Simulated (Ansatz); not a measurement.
**From a trial cell to the properties of HfN (CsCl-type structure)**

The computed numbers are results of PBEsol, scalar-relativistic (no spin polarisation) in the plane-wave PAW code Ansatz at 420 eV, 12×12×12 k-mesh, Gaussian smearing of 0.05 eV; PAW files: Ansatz's generated set soft_2.

This is a trial structure; measured cells of the compound in the Crystallography Open Database are in space group Fm-3m (rock salt).

Starting cell:

```cif
data_structure
_symmetry_space_group_name_H-M 'P 1'
_symmetry_Int_Tables_number 1
_cell_length_a 2.7024
_cell_length_b 2.7024
_cell_length_c 2.7024
_cell_angle_alpha 90.000
_cell_angle_beta 90.000
_cell_angle_gamma 90.000
_cell_volume 19.74
loop_
_atom_site_label
_atom_site_type_symbol
_atom_site_fract_x
_atom_site_fract_y
_atom_site_fract_z
_atom_site_occupancy
Hf1 Hf 0.00000 0.00000 0.00000 1
N1 N 0.50000 0.50000 0.50000 1
```

The first steps of the search for zero pressure:

```tsv
run	level	k-mesh	kind	V (Å³/atom)	P (GPa)	gap on the mesh (eV)
1	PBEsol	12×12×12	fixed cell	9.87	30.5	metal
2	PBEsol	12×12×12	fixed cell	11.05	-4.2	metal
```

Problem. At which volume does PBEsol reach zero pressure?

Solution. About 10.9 Å³/atom, about 10 % over the start.

The steps that followed:

```tsv
run	level	k-mesh	kind	V (Å³/atom)	P (GPa)	E − E(final) (meV/atom)	gap on the mesh (eV)
3	PBEsol	12×12×12	fixed cell	10.86	0.1	0.0	metal
```

Cell and atoms are those of this level's equilibrium.

The final structure (symmetry read at 0.01 Å). Symmetry: Pm-3m, No. 221, cubic system. Conventional cell: a = 2.790 Å, b = 2.790 Å, c = 2.790 Å, α = 90.00°, β = 90.00°, γ = 90.00°. Around Hf (site symmetry m-3m) lie 8 N at 2.42 Å. Around N (site symmetry m-3m) lie 8 Hf at 2.42 Å. (Neighbours are counted to 15 % beyond the shortest distance.)

| atom | site | symmetry | x | y | z |
| --- | --- | --- | --- | --- | --- |
| Hf | 1a | m-3m | 0.0000 | 0.0000 | 0.0000 |
| N | 1b | m-3m | 0.5000 | 0.5000 | 0.5000 |

- At the final geometry the gap, band path included, is zero (metallic).
- The equation of state gives B0 = 258 GPa and B0′ = 4.4.
- Against the elements' standard states, run alike and uncorrected, the formation energy is -0.90 eV/atom.

**What lies behind the numbers.**

The calculation's cell holds 31 valence electrons, an odd number. Without magnetic order each band takes two, so one stays part-filled and the crystal must be a metal. (Only strong correlation, outside this picture, could make a Mott insulator of it.) A formal count (Hf⁴⁺, N³⁻) leaves 1 electron a formula unit beyond the anions' closed shells. It goes into the bands above the anion p states, which fits the metal found.

Spin–orbit coupling, which matters for such heavy elements, is left out. Spin polarisation wasn't tried.
